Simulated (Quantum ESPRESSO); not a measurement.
CaMg2ZnO4, convergence and cost over cutoff and k mesh

Computed values, not a measurement. The program is pw.x of Quantum ESPRESSO 7.5 (plane-wave density functional theory). The cell is made up: 8 atoms on a rocksalt lattice, with randomly drawn elements, strain and displacements, not relaxed. PseudoDojo standard norm-conserving files (v0.5 for PBE, v0.4.1 for LDA and PBEsol) set the functional; there is no spin polarisation, spin-orbit coupling or dispersion term, and the masses in the input are unused placeholders.

Input of the run in row 4:

```
&control calculation='scf', pseudo_dir='./dojo.nc.sr.pbe.v0_5.standard.upf', outdir='./o', disk_io='medium', tprnfor=.true., tstress=.true. /
&system ibrav=0, nat=8, ntyp=4, nbnd=43, ecutwfc=84.00895049, nosym=.true., tot_charge=0,
 occupations='smearing', smearing='fd', degauss=0.0018374661
/
&electrons conv_thr=7.350e-09, electron_maxstep=60, /
ATOMIC_SPECIES
Ca 1.0 Ca.upf
Mg 1.0 Mg.upf
O 1.0 O.upf
Zn 1.0 Zn.upf
CELL_PARAMETERS angstrom
4.2999 -0.0029 -0.0734
-0.0029 4.2978 -0.0365
-0.0734 -0.0365 4.4181
ATOMIC_POSITIONS angstrom
Ca 0.0208 -0.0465 0.0205
Mg 0.003 2.072 2.1839
Mg 2.1833 -0.0462 2.1874
Zn 2.1084 2.1684 -0.0559
O 2.1627 0.0509 0.0801
O 2.1077 2.1022 2.1847
O 4.2703 -0.0239 2.1793
O 4.3227 2.112 -0.0684
K_POINTS automatic
4 4 4 1 1 1
```

The same cell was run at these settings. Meshes are shifted by half a step, and differences are from the last row, which is itself not exact.

```
cutoff (eV)     k mesh  k points solved  threshold (eV)  free energy less the last row's (eV)  pressure (GPa)  largest stress difference (GPa)  largest force difference (eV/Å)  iterations  wall time (s)  k-point pools              processor
        800  2 x 2 x 2                4           1e-04                                 3.212          -41.35                            54.41                            0.092           8             14              1  AMD EPYC, Zen 5 class
       1143  1 x 1 x 1                1           1e-07                                -1.065            7.47                             7.24                            1.014          11             17              1  AMD EPYC, Zen 5 class
        680  4 x 4 x 4               32           1e-07                                17.923         -192.21                           205.41                            0.129          11             66              1  AMD EPYC, Zen 5 class
       1143  4 x 4 x 4               32           1e-07                                 0.001           12.92                             0.05                            0.004          11            139              1  AMD EPYC, Zen 5 class
       1437  6 x 6 x 6              108           1e-07                                 0.000           12.96                             0.00                            0.000          11            558              1  AMD EPYC, Zen 5 class
```

Each pool is one process. Wall times include start-up and a band step at six k points, which weighs most on the coarsest meshes. The runs were on shared virtual cores whose load varied, so times are rough.